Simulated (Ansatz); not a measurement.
NbTe (CsCl type), DFT, PBEsol, all-electron LAPW, scalar-relativistic (Ansatz 0.2.0), on 1 thread of AMD EPYC 9R45 96-Core Processor (Zen 5) (shared host).

Command: `ansatz run input.yaml --threads 1 --pin off --max-ram 2048MiB --backend cpu --events-out ev --progress --plain --runs-dir out`

```yaml
crystal:
  lattice:
    - [3.1937392914, 0.0, 0.0]
    - [0.0, 3.1937392914, 0.0]
    - [0.0, 0.0, 3.1937392914]
  atoms:
    - { symbol: Nb, position: [0.0, 0.0, 0.0] }
    - { symbol: Te, position: [0.5, 0.5, 0.5] }
kpoints:
  mp_grid: { grid: [12, 12, 12] }
scf:
  occupations: { method: fermi_dirac, width: 0.1 }
hamiltonian:
  xc: pbesol
  pseudopotentials: { kind: all_electron, lapw: { basis_error: 0.001 } }
output:
  forces: true
  stress: true
  eigenvalues: true
  populations: true
```

How large is the problem that the program sets up?

84 irreducible k-points, 257 plane waves at Γ, 32 bands.

About how long does it take?

8.9 s of wall time for 10 SCF iterations. Times on shared machines scatter by tens of per cent.
